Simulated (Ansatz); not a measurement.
SnPt$_{3}$ (Cu3Au type, space group No. 221) at seven volumes, PBEsol in the plane-wave PAW code Ansatz, scaled uniformly. One row is withheld.

| V (Å³/atom) | P (GPa) |
|---|---|
| 14.628 | ? |
| 15.110 | 16.77 |
| 15.593 | 7.59 |
| 16.075 | 0.00 |
| 16.557 | -6.27 |
| 17.039 | -11.43 |
| 17.522 | -15.67 |

Problem. Fit the shown pressures and predict the withheld one.

Solution. P = (3/2)B₀(x^(7/2) − x^(5/2))[1 + (3/4)(B′ − 4)(x − 1)] with x = (V₀/V)^(2/3). Least squares on the six rows gives V₀ = 16.075 Å³/atom, B₀ = 229 GPa, B′ = 5.39. At V = 14.628, x = 1.0649 and P = 27.86 GPa. The run itself gave 27.84 GPa.

Space group Pm-3m (Cu3Au type). The first step of the workflow began from a Materials Project structure, measured or hypothetical; the Crystallography Open Database files this formula in space group No. 221, but the cells were not matched. Whether it is the stable phase at ambient conditions was not checked. Symmetry was held in the PBEsol relaxation; of distortions, only those at the zone centre were tested. The run is not spin-polarised. Scalar-relativistic: spin–orbit coupling is off unless named, which matters more the heavier the elements.

Potentials: the later of the program's two PAW sets.
